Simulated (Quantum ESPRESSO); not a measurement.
# Kohn-Sham bands of GaSb (zinc blende)

```xyz
2
Lattice="0.0000 3.0686 3.0686 3.0686 0.0000 3.0686 3.0686 3.0686 0.0000" Properties=species:S:1:pos:R:3 pbc="T T T"
Ga     0.0000     0.0000     0.0000
Sb     1.5343     1.5343     1.5343
```

Materials Project entry mp-1156; symmetrised, unrelaxed at this level. COD (Crystallography Open Database) has an entry of this formula and space group (matched by these alone). Level: PBEsol, spinors with spin-orbit coupling; pw.x of Quantum ESPRESSO at 64 Ry with PseudoDojo potentials, 6×6×6 k-points, Wannier90. Density: 10×10×10 mesh, cold smearing 0.01 Ry. With spin-orbit coupling a semilocal functional can close or falsely invert a small gap; the band order was not checked against a better method.

Energies are relative to the Fermi level; weights are on the orthonormalised atomic waves of the pseudopotential files, averaged over the group. 28 electrons a cell are treated as valence.

### Question
Into which isolated groups do the bands fall, where do they lie and what are they made of?

### Answer
```
bands  from (eV)  to (eV)  filling              weight on atomic waves
-----  ---------  -------  -------  ----------------------------------
1–4       -29.64   -29.63   filled                         Sb 4d 100 %
5–10      -28.40   -28.39   filled                         Sb 4d 100 %
11–14     -15.48   -15.44   filled                         Ga 3d 100 %
15–20     -15.04   -14.97   filled                         Ga 3d 100 %
21–22     -11.62    -9.16   filled  Sb 5s 57 %, Ga 4p 22 %, Ga 4s 16 %
```

No gap over 0.05 eV opens at the Fermi level at this level of theory; semilocal functionals close the gap of some real semiconductors.
